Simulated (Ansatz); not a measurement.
# YTe: moving Te off its site

YTe, Fm-3m, a = 6.095 Å (as given, not relaxed at this level: -0.5 GPa). The structure is a COD entry; whether it is the stable form wasn't checked. Ansatz: PBEsol, PAW, 420 eV, Γ-centred 14×14×14 mesh on 2 atoms, Gaussian smearing 0.15 eV; no spin polarisation.

```
Y Te
1.0
     0.00000    3.04750    3.04750
     3.04750    0.00000    3.04750
     3.04750    3.04750    0.00000
Y Te
1 1
Direct
  0.00000 0.00000 0.00000
  0.50000 0.50000 0.50000
```

Atom 2 (Te) moves by x along the unit vector (0.000, 0.000, 1.000), with its periodic images; all else is held. y is the free energy of the cell over the start, F the force along the path summed over the moved atoms. Symmetry makes y even in x.

| x (Å) | y (meV) | F (eV/Å) |
| --- | --- | --- |
| -0.5000 | 952.3 | 4.75 |
| -0.2500 | ? | ? |
| 0.0000 | 0.0 | 0.00 |
| 0.0625 | 11.5 | -0.37 |
| 0.1250 | 46.5 | -0.76 |
| 0.1875 | 106.9 | -1.18 |
| 0.3125 | 317.6 | -2.25 |
| 0.3750 | 478.9 | -2.94 |
| 0.4375 | 687.5 | -3.76 |

Problem. Fit y = c2 x² + c4 x⁴ to the energies of the other rows, give the force constant, and predict energy and force of the missing row.

Solution. Least squares on the rows shown. y = 2893.2 x² + 3659.7 x⁴. The force constant is 2 c2 = 5.79 eV/Å² (for all images moving together, not for a lone atom). With two atoms in a cubic cell this is the optical mode at Γ (in a metal it hangs on mesh and smearing): ω = 521.5 √(2 c2/μ) = 173 cm⁻¹ for μ = 52.40 u. The force −dy/dx at the missing row is 1.68 eV/Å (computed 1.67). At x = -0.2500 the fit asked for gives 195.1 meV. The run gave 195.7 meV, so the fit is 0.6 meV too low, within twice the rms miss on the fitted rows (0.4 meV).